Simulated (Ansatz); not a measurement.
Cu Kα1 powder pattern (kinematic, no thermal factors).
```tsv
2θ (°)	relative intensity
15.27	17
26.96	11
30.83	4
31.13	19
38.50	61
41.41	100
41.65	6
46.99	2
50.11	4
55.01	2
55.59	22
58.00	2
62.31	4
62.84	2
64.22	7
64.92	2
65.09	5
70.96	2
71.63	41
75.68	2
77.44	17
82.03	1
82.51	7
89.52	2
90.00	12
```

The pattern is computed from a structure relaxed with Ansatz 0.2.0, DFT PBE, scalar-relativistic, plane waves, PAW. No spin polarisation. Its elements are Al, W.

Problem. Give the structure.

Solution. AlW3.
Space group P4/mmm (No. 123). a = 3.304 Å, b = 3.304 Å, c = 5.797 Å, α = 90.00°, β = 90.00°, γ = 90.00°
```
atom  site  symmetry       x       y       z
  Al    1a     4/mmm  0.0000  0.0000  0.0000
   W    2h       4mm  0.5000  0.5000  0.7562
   W    1b     4/mmm  0.0000  0.0000  0.5000
```

A pattern alone doesn't exclude other cells with like lines; this is the one computed.

The cell was found from a structure generator's guess, not taken from experiment.
